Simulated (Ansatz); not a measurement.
**AlCu, first-principles data**

AlCu:
```cif
data_AlCu
_chemical_formula_sum 'Al1 Cu1'
_space_group_name_H-M_alt 'P 1'
_space_group_IT_number 1
_cell_length_a 2.92351
_cell_length_b 2.92351
_cell_length_c 2.92351
_cell_angle_alpha 90.000
_cell_angle_beta 90.000
_cell_angle_gamma 90.000
loop_
_space_group_symop_operation_xyz
  'x, y, z'
loop_
_atom_site_label
_atom_site_type_symbol
_atom_site_fract_x
_atom_site_fract_y
_atom_site_fract_z
_atom_site_occupancy
Al1 Al 0.00000 0.00000 0.00000 1
Cu1 Cu 0.50000 0.50000 0.50000 1
```

Space group Pm-3m (No. 221), CsCl type; conventional cell a = b = c = 2.924 Å, α = β = γ = 90.00°.

Method: LDA (plane waves, PAW; program Ansatz). Structure relaxed to zero pressure with the same functional. Other levels are named where they apply.

Cell and energy:

```
Property                                                             Value
-----------------------------------------------------  -------------------
Volume per atom                                                   12.49 Å³
Density                                                         6.02 g/cm³
Formation energy from the elements (no fitted shifts)  -16 kJ/mol of atoms
```

Electronic structure:

```
Property                                                                    Result
------------------------------------  --------------------------------------------
Electronic character                                             metallic (no gap)
Density of states at the Fermi level  0.27 states/eV per atom (mean over ±0.08 eV)
```

Mechanics:

```
Property                                                               Result
-------------------------------------  --------------------------------------
Bulk modulus (Birch–Murnaghan fit)                                    138 GPa
Pressure derivative B′                                                    4.7
Elastic constants (relaxed ions, GPa)        C11 = 122, C12 = 147, C44 = 50.3
Mechanical stability                   unstable (C has a negative eigenvalue)
```

Phonons:

```
Property                                       Result
-----------------------------  ----------------------
Highest zone-centre frequency                258 cm⁻¹
Zone-centre stability          no imaginary mode at Γ
```

The workflow started from a Materials Project entry (that database holds measured and hypothetical structures alike); the Crystallography Open Database copy checked does not list it. COD files the formula under space group No. 12. Its standing as an ambient phase is unchecked. Symmetry was held in the LDA relaxation. The run is not spin-polarised. As this level gives no gap, shear constants depend on the k-mesh and smearing (Fermi–Dirac, 0.1 eV here). As this level gives no gap, phonon frequencies hold no LO–TO term and depend on the k-mesh and smearing (Fermi–Dirac, 0.1 eV here). The references are the lowest solids computed at this level, not always the standard phases.

Potentials: the later of the program's two PAW sets.
